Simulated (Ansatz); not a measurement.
Question: Bulk modulus by a P(V) fit from PBE minus that from r²SCAN (% of the latter), each on its own relaxed cell (Ansatz, a program for electronic structure, plane waves, PAW; no spin–orbit coupling, no Hubbard U), over 38 phases of the class «rare-earth compounds»: what sign and size do you expect?

Answer: Mean -7 %, median -7 %, mean absolute 7 %; eight in ten lie between -10 and -4 %, and 3 % are above zero.

Some cases that may be named, with their rank among the 38 from the lowest: CeO2, fluorite -9 % (rank 8); La2TaReN6, Fm-3m (La on 8c, Ta on 4b, Re on 4a, N on 24e) -7 % (rank 21); La2O3, La2O3 or Ni2Al3 type -6 % (rank 24); LaN, Pnma (La on 4c, N on 4c) -3 % (rank 35); LaB6, Pm-3m (La on 1a, B on 6f) -3 % (rank 36).

The phases are those computed here (of each formula those with measured values and the lowest at some level), not a balanced benchmark, and neither functional is the truth. Pairs that end in unlike spin orders or unlike minima (c/a over 6 % apart, 30 % for weakly bound crystals), magnets with 4f shells, solids of gases and phases set aside for tests are left out.

2 hold 4f electrons in the valence, where a lower state may exist.

With the 4f shell in the valence, where a lower state may exist: CeO2, fluorite. Typed or built starts, not in the databases checked: La2TaReN6, Fm-3m (La on 8c, Ta on 4b, Re on 4a, N on 24e); LaN, Pnma (La on 4c, N on 4c). Began spin-polarised and lost the moments: CeO2, fluorite with PBE; CeO2, fluorite with r²SCAN; La2TaReN6, Fm-3m (La on 8c, Ta on 4b, Re on 4a, N on 24e) with PBE; La2TaReN6, Fm-3m (La on 8c, Ta on 4b, Re on 4a, N on 24e) with r²SCAN. All cells were relaxed under the symmetry of their starts (and spin orders); stability against distortions was not tested throughout. No Hubbard U is applied. Scalar-relativistic: spin–orbit coupling is off unless named, which matters more the heavier the elements.

Potentials: the later of the program's two PAW sets.

Ansatz is a plane-wave DFT program.
